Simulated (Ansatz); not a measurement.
A relaxation computed with Ansatz, from input to last step.

```yaml
crystal:
  lattice:
    - [-2.9868493174, 2.9868493174, 1.6387392725]
    - [2.9868493174, -2.9868493174, 1.6387392725]
    - [2.9868493174, 2.9868493174, -1.6387392725]
  atoms:
    - { symbol: Sn, position: [0.75, 0.25, 0.5] }
    - { symbol: Sn, position: [0.0, 0.0, 0.0] }
basis:
  ecutwfc: 500
kpoints:
  mp_grid: { grid: [14, 14, 14] }
hamiltonian:
  xc: r2scan
scf:
  occupations: { method: gaussian, width: 0.1 }
output:
  forces: true
  stress: true
  eigenvalues: true
relax:
  adjacent_minimum: "off"
  f_tol: 0.01
  max_steps: 30
  cell: { stress_tol: 0.1, fix: [volume] }
```

```bash
ansatz run input.yaml --threads 1 --pin off --max-ram 2560MiB --backend cpu --events-out ev --progress --plain --runs-dir out
```

Computed with Ansatz 0.2.0, DFT r2SCAN, scalar-relativistic, plane waves, PAW.

The volume is held at 1.06 times that of the relaxed cell.

Of 3 frames 3 are shown, positions in Å and forces in eV/Å; the SCF threshold varies from step to step. Steps run on the plane waves of an earlier cell, with a Pulay correction in the pressure. The basis is chosen afresh for the last frame, the zero of the energies, and at times for earlier ones too; energy and pressure step there, also at an unchanged geometry.

```xyz
2
Lattice="-2.9868 2.9868 1.6387 2.9868 -2.9868 1.6387 2.9868 2.9868 -1.6387" Properties=species:S:1:pos:R:3:forces:R:3 pbc="T T T" step=1 free_energy_over_end_meV_per_atom=0.05 pressure_GPa=-2.73
Sn    0.0000    2.9868    0.8194    0.0000    0.0000    0.0000
Sn    0.0000    0.0000    0.0000    0.0000    0.0000    0.0000
2
Lattice="-2.9845 2.9845 1.6414 2.9845 -2.9845 1.6414 2.9845 2.9845 -1.6414" Properties=species:S:1:pos:R:3:forces:R:3 pbc="T T T" step=2 free_energy_over_end_meV_per_atom=0.00 pressure_GPa=-2.73
Sn    0.0000    2.9845    0.8207    0.0000    0.0000    0.0000
Sn    0.0000    0.0000    0.0000    0.0000    0.0000    0.0000
2
Lattice="-2.9845 2.9845 1.6414 2.9845 -2.9845 1.6414 2.9845 2.9845 -1.6414" Properties=species:S:1:pos:R:3:forces:R:3 pbc="T T T" step=3 free_energy_over_end_meV_per_atom=0.00 pressure_GPa=-2.73
Sn    0.0000    2.9845    0.8207    0.0000    0.0000    0.0000
Sn    0.0000    0.0000    0.0000    0.0000    0.0000    0.0000
```

The run took 64 s on 1 thread of Intel(R) Xeon(R) Platinum 8488C (Sapphire Rapids), with other jobs on the host, peak memory 0.79 GiB.